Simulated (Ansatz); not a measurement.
The start is a generated cell, Au built in the AFLOW prototype A_hR1_166_a (A10, as in Hg). A full variable-cell relaxation at zero pressure is run with PBE (plane waves to 420 eV, PAW, scalar-relativistic; Ansatz, an electronic-structure program). The first steps use a coarse 13×13×13 k-mesh.

The start:
```
CELL_PARAMETERS angstrom
      1.56252     0.90212     2.00761
     -1.56252     0.90212     2.00761
      0.00000    -1.80424     2.00761
ATOMIC_POSITIONS crystal
  Au 0.00000 0.00000 0.00000
```

Q: How large is the pressure on the unrelaxed cell, and of which sign?

A: +17.3 GPa (positive: the cell is compressed).

Q: How does the volume change?

A: +5.8 %, from 16.98 to 17.96 Å³/atom.

Q: How do the shortest distances between atoms change?

A: The closest pairs of elements (up to four, under 3.6 Å), start → end: Au–Au 2.70 → 2.94 Å.

Q: What band gap does the relaxed structure have at this level?

A: No gap (metallic).

Q: Give the final cell and atomic positions.

A: 
```cif
data_Au4
_chemical_formula_sum 'Au4'
_space_group_name_H-M_alt 'Fm-3m'
_space_group_IT_number 225
_space_group_name_Hall '-F 4 2 3'
_cell_length_a 4.15726
_cell_length_b 4.15726
_cell_length_c 4.15726
_cell_angle_alpha 90.000
_cell_angle_beta 90.000
_cell_angle_gamma 90.000
loop_
_atom_site_label
_atom_site_type_symbol
_atom_site_symmetry_multiplicity
_atom_site_Wyckoff_symbol
_atom_site_fract_x
_atom_site_fract_y
_atom_site_fract_z
_atom_site_occupancy
Au1 Au 4 a 0.00000 0.00000 0.00000 1
```
(The calculation used a cell of 1 atom; values per cell refer to that cell.)

Final values are on a 19×19×19 k-mesh of the relaxed cell. No spin polarisation in the result.

The run could not lose the symmetry of its start.
